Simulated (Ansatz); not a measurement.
A trial cell of TbMo, before relaxation:

```
Tb Mo
1.0
     3.15792    0.00000    0.00000
     0.00000    3.15792    0.00000
     0.00000    0.00000    4.62573
Tb Mo
1 1
Direct
  0.00000 0.00000 0.50000
  0.50000 0.50000 0.00000
```

Theory: DFT PBE, scalar-relativistic, plane waves, PAW, and for the lanthanide a 4f-in-core norm-conserving potential (Ansatz). Cutoff 690 eV, Gaussian smearing, Γ-centred meshes. Cell and atoms relax first on a coarse mesh and then on a finer one. In between, the cell is made exact in the group found at 0.06 Å. In metals the finer mesh still leaves noise of several meV/atom or more. The steps can't lower the symmetry of their start. No spin polarisation in the relaxation; trial moments died out in a coarse test.

A guess keeps its type if space group and coordination stay and the shape of the cell changes little (axis ratios within about 15 %, angles within 6°); the volume may change.

Problem. Does this structure survive the relaxation?

Solution. It keeps its type. The symmetry stays P4/mmm (No. 123). The end has the CuAu (L1_0) type. The volume per atom shrinks by 7.8 %, from 23.1 to 21.3 Å³. The shortest distance goes from 3.16 Å (Mo–Mo and Tb–Tb) to 2.95 Å (Mo–Mo and Tb–Tb). The ratio c/a of the conventional cell changes by a factor of 1.13. Counting neighbours within 15 % of an atom's shortest distance, the start has Mo 12, Tb 12 and the end Mo 12, Tb 12.

The last run used an 18×18×12 mesh (in the run's order of axes) for its 2-atom cell and Gaussian smearing of 0.10 eV. Trial moments died out on the coarse mesh, so the last step has no spin; another magnetic start might hold. A structure relaxed within its symmetry needn't be a true minimum. Another cell of TbMo relaxed alike, in Cmmm, lies 50 meV/atom lower, so this cell isn't the stable form at this level.

The lanthanide is trivalent by construction, without f bands, f moments or other valences.
